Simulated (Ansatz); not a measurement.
Mg4Te3Se in space group P-4m2 (No. 115; Pearson symbol tP8), r²SCAN (plane waves, PAW; program Ansatz). The conduction-band minimum lies at Γ, with 1 equivalent valley. Second derivatives d²E/dk² of the lowest band at one valley (eV·Å²), along Cartesian directions:

```
direction  d²E/dk²
---------  -------
[100]        31.79
[010]        31.79
[001]        32.95
[110]        31.81
[101]        32.36
[011]        32.36
```

Question: Find the principal effective masses, the density-of-states mass and the conductivity mass.

Answer: Off-diagonal terms follow from H_xy = H[110] − (H_xx + H_yy)/2, and m*/mₑ = 7.620 eV·Å² over each eigenvalue: 0.23, 0.24, 0.24. One valley's DOS mass (m₁m₂m₃)^(1/3) = 0.24, conductivity mass 3/(Σ 1/mᵢ) = 0.24 mₑ.

Question: What effective density of states Nc follows at 300 K for parabolic valleys?

Answer: Nc = 2.509e19 × 1 × (0.24)^(3/2) ≈ 3.0e18 cm⁻³.

The first step of the workflow began from a Materials Project structure, measured or hypothetical; the Crystallography Open Database copy checked does not list it. Whether it is the stable phase at ambient conditions was not checked. The cell was relaxed with r²SCAN under the symmetry of its start; its stability against distortions is not shown here. Spin–orbit coupling is left out wherever it is not named.

Potentials: the later of the program's two PAW sets.

Edges and masses are those of Kohn–Sham bands, whose gap is no quasiparticle gap.
